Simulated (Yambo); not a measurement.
BeTe (zinc blende, space group F-43m, No. 216), G0W0@PBEsol in Yambo with this input:

```
rim_cut
gw0
dyson
el_el_corr
HF_and_locXC
ppa
em1d
RandQpts= 1000000
RandGvec= 1 Ry
EXXRLvcs= 88 Ry
VXCRLvcs= 352 Ry
Chimod= "HARTREE"
% BndsRnXp
 3 | 210 |
%
NGsBlkXp= 10 Ry
% LongDrXp
 1.0 | 1.0 | 1.0 |
%
PPAPntXp= 27.2114 eV
% GbndRnge
 1 | 210 |
%
GTermKind= "BG"
DysSolver= "n"
ExtendOut
```

On a 4×4×4 mesh, with wavefunctions cut at 88 Ry, the gap (Γ → X) is 2.965 eV and the valence edge shifts by -1.219 eV.

**Question.** What happens with this change: 94 bands in W?

**Answer.** The gap falls by 0.030 eV, to 2.935 eV; the shift of the valence edge becomes -1.066 eV. Neither run is shown to be the converged limit.

The standard potential for Te keeps a d shell in the valence without the s and p states of that shell. In tests on such compounds this moved G0W0 gaps by up to about 0.9 eV, so absolute quasiparticle energies here are unreliable; differences between settings are what counts.

Spin-orbit coupling is included.

Geometry relaxed with PBEsol; primitive cell a = 3.9646 Å, b = 3.9646 Å, c = 3.9646 Å, α = 60.00°, β = 60.00°, γ = 60.00°.

A shift is the quasiparticle energy of the state minus its PBEsol energy.
